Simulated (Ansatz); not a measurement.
Input:

YN (rock salt), conventional cell a = 4.8562 Å, b = 4.8562 Å, c = 4.8562 Å, α = 90.00°, β = 90.00°, γ = 90.00°. The calculation uses the primitive cell of 2 atoms, to which meshes and values per cell refer.

The volume is varied about the relaxed value V₀ at fixed cell shape. Symmetry pins the atoms to their sites.

Level of theory: PBEsol (plane waves to 420 eV, PAW, scalar-relativistic; Ansatz, a quantum-chemistry and plane-wave program). k mesh 12×12×12 (Γ-centred), Fermi-Dirac smearing 0.05 eV. Energies are smeared free energies. Compression counts positive. YN is run without spin polarisation. YN was relaxed with its symmetry unable to fall. The zero of ΔE is the relaxed starting cell.

The scan covers V/V₀ from 0.900 to 1.100 in 11 points.

Task: What is ΔE at V/V₀ = 0.900?

Result: 91.7 meV/atom.

Task: What is ΔE at V/V₀ = 1.100?

Result: 64.8 meV/atom.

Task: What pressure does the cell carry at V/V₀ = 0.900?

Result: 22.5 GPa.

(A scan under strain: stresses follow from slopes of the energy per volume, elastic moduli from its curvatures.)
